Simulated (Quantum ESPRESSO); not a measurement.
## One change at a time to AlMo3Pd3Rh

Calculated results; nothing here was measured. They come from Quantum ESPRESSO 7.5, a public plane-wave density functional program. Each row is one single-point run on a made-up periodic cell of eight metal atoms, with elements, volume, strain and displacements drawn at random and not relaxed, so a cell may be unstable or far from any real phase. There is no spin polarisation or spin-orbit coupling.

Settings: PBE unless stated; PseudoDojo standard norm-conserving files; Fermi-Dirac width 0.25 eV, which means electrons at about 2900 K; cutoff 1197 eV; 5 x 5 x 5 k mesh shifted half a step off Gamma. E is the free energy of the whole cell (internal energy minus TS), so a -TS column is already part of it. Stress is positive in tension, and the pressure P is minus a third of its trace.

Checks: one run of this series was repeated at a higher cutoff and on a denser mesh, which moved values by no more than 0.008 eV, 0.07 GPa and 0.010 eV/Å, and a second program with other atomic files agreed on it to 2 % rms in force and 0.5 GPa in pressure. Known limits: a spin test at this wide smearing found no moment, but such smearing suppresses magnetism that the real alloy may have.

The lattice is face-centred cubic, and the cell vectors in Å are (1.930, 3.804, 1.984); (-0.072, 3.809, -3.906); (-3.859, 3.829, -0.052), a volume of 114.42 Å³ in run 1. The elements on sites 1 to 8 are Pd Rh Al Mo Mo Pd Mo Pd. Each later run makes one change to run 1 and keeps the rest. E is counted from run 1, and is n/a where other atomic files have another zero of energy.

```
run                           change  V (Å³)  P (GPa)  -TS (eV)  rms force (eV/Å)  largest change of a force component (eV/Å)  E (eV)
  1                             none  114.42    16.91    -1.507             0.711                                       0.000   0.000
  2          sites 2 and 8 exchanged  114.42    16.98    -1.503             0.696                                       0.391  -0.002
  3    all lengths scaled by +1.16 %  118.45     7.91    -1.568             0.627                                       0.214       ?
  4           PBEsol in place of PBE  114.42     8.35    -1.504             0.679                                       0.127     n/a
  5                     Ti on site 1  114.42    18.17    -1.441             0.711                                       0.637     n/a
  6  site 8 moved by +0.13 Å along y  114.42    18.09    -1.496             1.023                                       1.753   0.231
```

## Worked estimate

Along a uniform scaling dE = -P dV. The mean of the two pressures is 12.410 GPa and the volume changes by 4.03 Å³, with 160.2 GPa to one eV/Å³. The same two rows give -V dP/dV = 260 GPa for this cell with clamped atoms, which is not the bulk modulus of a real alloy.

## Withheld value

Question: what E should run 3 give?

The estimate is -0.312 eV. The calculation gave -0.309 eV. The mean of two end points misses the curvature of P, and the finite cutoff adds a little.
